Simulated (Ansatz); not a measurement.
AlP (CsCl type, space group No. 221) at seven volumes, plane-wave PAW PBE (Ansatz code), scaled uniformly. One row is withheld.

```
V (Å³/atom)  P (GPa)
-----------  -------
13.807         10.59
14.262          6.53
14.718          2.97
15.173          0.01
15.628         -2.43
16.083             ?
16.538         -6.44
```

Question: Fit the shown pressures and predict the withheld one.

Answer: P = (3/2)B₀(x^(7/2) − x^(5/2))[1 + (3/4)(B′ − 4)(x − 1)] with x = (V₀/V)^(2/3). Least squares on the six rows gives V₀ = 15.180 Å³/atom, B₀ = 90.6 GPa, B′ = 4.42. At V = 16.083, x = 0.9622 and P = -4.61 GPa. The run itself gave -4.57 GPa.

Space group Pm-3m (CsCl type). A made-up cell: these elements were put on the sites of a structure type; neither database checked (COD, Materials Project) lists it. It is not the phase usual at ambient conditions (space group No. 216). The cell was relaxed with PBE under the symmetry of its start. At this level the phase is mechanically unstable.

Potentials: the later of the program's two PAW sets.
